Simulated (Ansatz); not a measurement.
Level of theory: DFT PBE, scalar-relativistic, plane waves, PAW (Ansatz). All cells share a 420 eV cutoff and Γ-centred k meshes spaced at most about 0.3 Å⁻¹ (about 0.25 or finer for metals, 2π included). Collinear spin in cells that started with moments and kept them past the coarse steps, no spin elsewhere.

Temperature and zero-point effects are left out.

Compare these two cells of AlIn2N3, each relaxed at this level.

A. (site moments under 0.1 μB)

```cif
data_structure
_symmetry_space_group_name_H-M 'P4/mmm'
_symmetry_Int_Tables_number 123
_cell_length_a 3.9022
_cell_length_b 3.9022
_cell_length_c 5.5948
_cell_angle_alpha 90.000
_cell_angle_beta 90.000
_cell_angle_gamma 90.000
_cell_volume 85.19
loop_
_atom_site_label
_atom_site_type_symbol
_atom_site_symmetry_multiplicity
_atom_site_Wyckoff_symbol
_atom_site_fract_x
_atom_site_fract_y
_atom_site_fract_z
_atom_site_occupancy
Al1 Al 1 c 0.50000 0.50000 0.00000 1
In1 In 2 g 0.00000 0.00000 0.25471 1
N1 N 1 d 0.50000 0.50000 0.50000 1
N2 N 2 e 0.00000 0.50000 0.50000 1
```

B. (site moments N 0.2 μB)

```cif
data_structure
_symmetry_space_group_name_H-M 'P4/mmm'
_symmetry_Int_Tables_number 123
_cell_length_a 3.0676
_cell_length_b 3.0676
_cell_length_c 9.0983
_cell_angle_alpha 90.000
_cell_angle_beta 90.000
_cell_angle_gamma 90.000
_cell_volume 85.62
loop_
_atom_site_label
_atom_site_type_symbol
_atom_site_symmetry_multiplicity
_atom_site_Wyckoff_symbol
_atom_site_fract_x
_atom_site_fract_y
_atom_site_fract_z
_atom_site_occupancy
Al1 Al 1 d 0.50000 0.50000 0.50000 1
In1 In 2 h 0.50000 0.50000 0.83189 1
N1 N 1 a 0.00000 0.00000 0.00000 1
N2 N 2 g 0.00000 0.00000 0.74551 1
```

Question: Which form is favoured at zero pressure, and by what margin per atom?

Answer: B is lower, by 196 meV/atom. A has space group P4/mmm (No. 123), 14.2 Å³/atom and no gap on its mesh; B has Al and In ordered on caesium chloride sites, space group P4/mmm (No. 123), 14.3 Å³/atom and no gap. Counting N atoms around Al and In (those within 1.25 times the shortest such distance or 1.15 times the sum of covalent radii, 1.27 where that leaves under three; a plus sign parts nearer from farther groups; the shortest distance is added where it exceeds 1.18 times the sum of covalent radii), A has Al 2+8 from 2.8 Å, In 4 and B has Al 8 from 3.1 Å, In 4+4. Their magnetic states differ too, which can make part of the margin. Even the lower one lies +1.30 eV/atom against the reference forms of the elements (uncorrected), so neither is stable at this level. In A, around Al lie 2 N at 2.80 Å and 8 In at 3.11 Å; In has 4 N at 2.39 Å, 2 In at 2.74–2.85 Å, 4 N at 3.08 Å and 4 Al at 3.11 Å; N on a site of symmetry 4/mmm is surrounded by 4 N at 1.95 Å, 2 Al at 2.80 Å and 8 In at 3.08 Å; 1 more site not described. In B, Al is surrounded by 2 In at 3.02 Å, 4 Al at 3.07 Å and 8 N at 3.11 Å; In is surrounded by 4 N at 2.31 Å, 4 N at 2.65 Å and 1 Al at 3.02 Å; N on a site of symmetry 4/mmm is surrounded by 2 N at 2.32 Å and 8 In at 2.65 Å; 1 more site not described. Both come from invented guesses. A third cell relaxed alike, in P4/mmm, lies 0.82 eV/atom below the lower of the two.

Another magnetic order may lie lower. Cells relaxed within their symmetry can be saddle points.
